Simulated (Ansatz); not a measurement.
Method: DFT PBE, scalar-relativistic, plane waves, PAW in Ansatz 0.2.0. Settings: cutoff 420 eV, Γ-centred meshes spaced at most about 0.3 Å⁻¹, and about 0.25 Å⁻¹ or finer for metals (2π included), Gaussian smearing. No spin polarisation in the final relaxations.

These are static total energies at zero pressure.

Two forms of InSb3 were relaxed alike.

A.

```yaml
crystal:
  lattice:
    - [3.11353, 0.00000, 0.00000]
    - [0.00000, 3.11353, 0.00000]
    - [0.00000, 0.00000, 12.01238]
  atoms:
    - { symbol: In, position: [0.00000, 0.00000, 0.00000] }
    - { symbol: Sb, position: [0.50000, 0.50000, 0.50000] }
    - { symbol: Sb, position: [0.00000, 0.00000, 0.74691] }
    - { symbol: Sb, position: [0.00000, 0.00000, 0.25309] }
```

B.

```yaml
crystal:
  lattice:
    - [0.00000, 3.79011, 3.79011]
    - [3.79011, 0.00000, 3.79011]
    - [3.79011, 3.79011, 0.00000]
  atoms:
    - { symbol: In, position: [0.00000, 0.00000, 0.00000] }
    - { symbol: Sb, position: [0.25000, 0.25000, 0.25000] }
    - { symbol: Sb, position: [0.75000, 0.75000, 0.75000] }
    - { symbol: Sb, position: [0.50000, 0.50000, 0.50000] }
```

Problem. Which is lower in energy, and by how much?

Solution. B is lower, by 31 meV/atom. A has space group P4/mmm (No. 123), 29.1 Å³/atom and no gap on its mesh; B has the BiF3 (D0_3) type, space group Fm-3m (No. 225), 27.2 Å³/atom and no gap. Counting Sb atoms around In (those within 1.25 times the shortest such distance or 1.15 times the sum of covalent radii; a plus sign parts nearer from farther groups), A has In 2 and B has In 8+6. Even the lower one lies +0.17 eV/atom against the reference forms of the elements (uncorrected), so neither is stable at this level. In A, In is surrounded by 2 Sb at 3.04 Å and 4 In at 3.11 Å; Sb on a site of symmetry 4/mmm is surrounded by 4 Sb at 3.11 Å and 8 Sb at 3.69 Å; around Sb on a site of symmetry 4mm lie 1 In at 3.04 Å, 4 Sb at 3.11 Å and 4 Sb at 3.69 Å. In B, In has 8 Sb at 3.28 Å and 6 Sb at 3.79 Å; Sb on a site of symmetry -43m has 4 In at 3.28 Å, 4 Sb at 3.28 Å and 6 Sb at 3.79 Å; around Sb on a site of symmetry m-3m lie 8 Sb at 3.28 Å and 6 In at 3.79 Å. Origin: A was invented; B is a Materials Project cell, relaxed.

Weakly bound directions are ill-defined at this level, which has no dispersion term (P4/mmm), and this can change margins and order among such cells. These runs have no spin–orbit coupling, which can matter for Sb. Cells relaxed within their symmetry can be saddle points.
